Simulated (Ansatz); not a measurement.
## GeSBr: relaxation (Ansatz)

input.yaml:

```yaml
crystal:
  lattice:
    - [0.0, 4.06039, 0.0]
    - [4.06039, 0.0, 0.0]
    - [2.030195, 2.030195, -8.703364]
  atoms:
    - { symbol: S, position: [0.123, 0.123, 0.754] }
    - { symbol: S, position: [0.877, 0.877, 0.246] }
    - { symbol: Ge, position: [0.5, 0.0, 0.0] }
    - { symbol: Ge, position: [0.0, 0.5, 0.0] }
    - { symbol: Br, position: [0.3123, 0.3123, 0.3754] }
    - { symbol: Br, position: [0.6877, 0.6877, 0.6246] }
  symmetry: { tolerance: 0.0003 }
kpoints:
  mp_grid: { grid: [7, 7, 7], shift: [0, 0, 0] }
magnetization:
  spin_polarized: false
scf:
  occupations: { method: gaussian, width: 0.0143 }
  lower_state_search: "off"
hamiltonian:
  pseudopotentials: { kind: paw }
  xc: r2scan
basis:
  ecutwfc: 500
  fft_grid_basis: typed
relax:
  max_steps: 40
  cell: { p_target: 0.0 }
  f_tol: 0.03
output:
  forces: true
  stress: true
  eigenvalues: true
  bader: true
  populations: true
  elf: true
  write_potential: true
  volumetric_format: npy
  dos:
    e_range: [-12, 8]
    de: 0.05
    projected: { site_lists: { Br: [Br], Ge: [Ge], S: [S] } }
checkpoint:
  read: saved_state
```

Run with:

```bash
ansatz run input.yaml --threads 2 --pin off --max-ram 2560MiB --backend cpu --events-out ev --progress --plain --runs-dir out
```

Origin of the cell: a known structure type with other elements, at an estimated volume, so it need not be a known compound.

The saved state is a converged single point of the same cell.

Steps («new basis» is an SCF on plane waves selected anew at the same cell):

| step | ΔF (meV/atom) | max force component (eV/Å) | P (GPa) | volume (Å³) | SCF iterations | step was |
| --- | --- | --- | --- | --- | --- | --- |
| 1 | 0.0 | 1.854 | -5.67 | 143.49 | 8 | accepted |
| 2 | -157.9 | 1.475 | -2.95 | 135.31 | 8 | accepted |
| 3 | -218.9 | 0.094 | 0.26 | 131.44 | 8 | accepted |
| 4 | -221.8 | 0.021 | 0.39 | 132.08 | 7 | accepted |
| 5 | -223.1 | 0.029 | -0.05 | 134.06 | 7 | accepted |
| 6 | -223.1 | 0.006 | -0.02 | 134.03 | 7 | accepted |
| 7 | -222.9 | 0.006 | -0.02 | 134.03 | 6 | new basis |

Step 1, with forces in eV/Å:

```xyz
6
Lattice="0.000 4.060 0.000 4.060 0.000 0.000 2.030 2.030 -8.703" Properties=species:S:1:pos:R:3:forces:R:3 pbc="T T T" step=1
S     2.030    2.030   -6.562    0.000    0.000   -1.854
S     4.060    4.060   -2.141    0.000    0.000    1.854
Ge    0.000    2.030    0.000    0.000    0.000    0.000
Ge    2.030    0.000    0.000    0.000    0.000    0.000
Br    2.030    2.030   -3.267    0.000    0.000    0.231
Br    4.060    4.060   -5.436    0.000    0.000   -0.231
```

Step 2, with forces in eV/Å:

```xyz
6
Lattice="0.000 4.005 0.000 4.005 0.000 0.000 2.003 2.003 -8.436" Properties=species:S:1:pos:R:3:forces:R:3 pbc="T T T" step=2
S     2.003    2.003   -6.550    0.000    0.000   -1.475
S     4.005    4.005   -1.886    0.000    0.000    1.475
Ge    0.000    2.003    0.000    0.000    0.000    0.000
Ge    2.003    0.000    0.000    0.000    0.000    0.000
Br    2.003    2.003   -3.135    0.000    0.000    0.035
Br    4.005    4.005   -5.301    0.000    0.000   -0.035
```

Step 3, with forces in eV/Å:

```xyz
6
Lattice="0.000 3.979 0.000 3.979 0.000 0.000 1.990 1.990 -8.302" Properties=species:S:1:pos:R:3:forces:R:3 pbc="T T T" step=3
S     1.990    1.990   -6.631    0.000    0.000   -0.094
S     3.979    3.979   -1.670    0.000    0.000    0.094
Ge    0.000    1.990    0.000    0.000    0.000    0.000
Ge    1.990    0.000    0.000    0.000    0.000    0.000
Br    1.990    1.990   -3.084    0.000    0.000   -0.031
Br    3.979    3.979   -5.218    0.000    0.000    0.031
```

Step 4, with forces in eV/Å:

```xyz
6
Lattice="0.000 3.956 0.000 3.956 0.000 0.000 1.978 1.978 -8.437" Properties=species:S:1:pos:R:3:forces:R:3 pbc="T T T" step=4
S     1.978    1.978   -6.770    0.000    0.000    0.011
S     3.956    3.956   -1.667    0.000    0.000   -0.011
Ge    0.000    1.978    0.000    0.000    0.000    0.000
Ge    1.978    0.000    0.000    0.000    0.000    0.000
Br    1.978    1.978   -3.133    0.000    0.000   -0.021
Br    3.956    3.956   -5.305    0.000    0.000    0.021
```

Step 5, with forces in eV/Å:

```xyz
6
Lattice="0.000 3.941 0.000 3.941 0.000 0.000 1.970 1.970 -8.632" Properties=species:S:1:pos:R:3:forces:R:3 pbc="T T T" step=5
S     1.970    1.970   -6.952    0.000    0.000   -0.005
S     3.941    3.941   -1.680    0.000    0.000    0.005
Ge    0.000    1.970    0.000    0.000    0.000    0.000
Ge    1.970    0.000    0.000    0.000    0.000    0.000
Br    1.970    1.970   -3.202    0.000    0.000    0.029
Br    3.941    3.941   -5.430    0.000    0.000   -0.029
```

Step 7, with forces in eV/Å:

```xyz
6
Lattice="0.000 3.942 0.000 3.942 0.000 0.000 1.971 1.971 -8.626" Properties=species:S:1:pos:R:3:forces:R:3 pbc="T T T" step=7
S     1.971    1.971   -6.948    0.000    0.000   -0.004
S     3.942    3.942   -1.679    0.000    0.000    0.004
Ge    0.000    1.971    0.000    0.000    0.000    0.000
Ge    1.971    0.000    0.000    0.000    0.000    0.000
Br    1.971    1.971   -3.189    0.000    0.000    0.006
Br    3.942    3.942   -5.437    0.000    0.000   -0.006
```

| Item | Value |
| --- | --- |
| Free energy lowered by | 222.9 meV/atom |
| Volume change | -6.59 % |
| Final pressure | -0.02 GPa |
| Relaxation steps listed | 7 |

Caveats: the relaxation held the start's symmetry, so the end may be a saddle point.

It ran for 300 s of wall time on 2 CPU thread(s) of a shared host, from a saved density.
